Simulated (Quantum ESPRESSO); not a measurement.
Empty bands for a GW run on KBr (rock salt, space group Fm-3m, No. 225): 127 bands on a 4×4×4 mesh, LDA, PseudoDojo standard norm-conserving files, scalar-relativistic, Quantum ESPRESSO. The input, in which only the diagonalization keyword changes:

```
&CONTROL
  calculation = 'nscf'
  pseudo_dir = './pseudo'
  outdir = './out'
/
&SYSTEM
  ibrav = 0
  nat = 2
  ntyp = 2
  ecutwfc = 72.0
  ecutrho = 288.0
  occupations = 'fixed'
  force_symmorphic = .true.
  nbnd = 127
/
&ELECTRONS
  conv_thr = 2e-09
  diago_full_acc = .true.
  diago_thr_init = 1e-08
  diagonalization = 'david'
/
ATOMIC_SPECIES
K 39.0983 K.upf
Br 79.9040 Br.upf
CELL_PARAMETERS angstrom
  0.000000000000   3.185352271000   3.185352271000
  3.185352271000   0.000000000000   3.185352271000
  3.185352271000   3.185352271000   0.000000000000
ATOMIC_POSITIONS crystal
K   0.000000000000   0.000000000000   0.000000000000
Br   0.500000000000   0.500000000000   0.500000000000
K_POINTS automatic
4 4 4 0 0 0
```

```tsv
diagonalization	mean iterations per k point	rough time	largest change of an eigenvalue (eV)
david	24	1	–
cg	43	about 5×	4e-06
paro	18	within a factor of two	3e-08
```

An iteration means different work in each solver, so the counts don't rank them. Times are rough ratios from shared machines.

Spin-orbit coupling is not included.

Geometry relaxed with LDA.
